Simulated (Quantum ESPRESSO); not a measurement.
## Kohn-Sham bands of SnO2 (rutile)

```xyz
6
Lattice="4.7648 0.0000 0.0000 0.0000 4.7648 0.0000 0.0000 0.0000 3.2075" Properties=species:S:1:pos:R:3 pbc="T T T"
Sn     2.3824     2.3824     1.6038
Sn     0.0000     0.0000     0.0000
O      0.9245    -0.9245     1.6038
O     -0.9245     0.9245     1.6038
O     -1.4579    -1.4579     0.0000
O      1.4579     1.4579     0.0000
```

Structure: Materials Project mp-856, symmetrised, not relaxed again. COD (Crystallography Open Database) has an entry of this formula and space group (matched by these alone). Computed values, not measurements, from PBEsol: Quantum ESPRESSO (norm-conserving PseudoDojo potentials, cutoff 68 Ry, spinors with spin-orbit coupling) on a Γ-centred 4×4×6 mesh, then Wannier90. Density: 6×6×10 mesh, cold smearing 0.01 Ry.

Energies are relative to the valence-band maximum; weights are on the orthonormalised atomic waves of the pseudopotential files, averaged over the group. 52 electrons a cell are treated as valence.

| bands | from (eV) | to (eV) | filling | weight on atomic waves |
|---|---|---|---|---|
| 1–8 | -21.19 | -20.52 | filled | ___ |
| 9–20 | -19.89 | -19.40 | filled | ___ |
| 21–28 | -18.77 | -15.19 | filled | ___ |
| 29–52 | -8.20 | 0.00 | filled | ___ |

Task: Which atomic shells make up each group?

Result: 
- 1–8, weight on atomic waves: Sn 4d 92 %, O 2s 7 %
- 9–20, weight on atomic waves: Sn 4d 96 %
- 21–28, weight on atomic waves: O 2s 69 %, Sn 5p 13 %, Sn 4d 12 %
- 29–52, weight on atomic waves: O 2p 84 %, Sn 5p 8 %, Sn 5s 5 %

The Kohn-Sham gap over both meshes and the path is 0.95 eV.
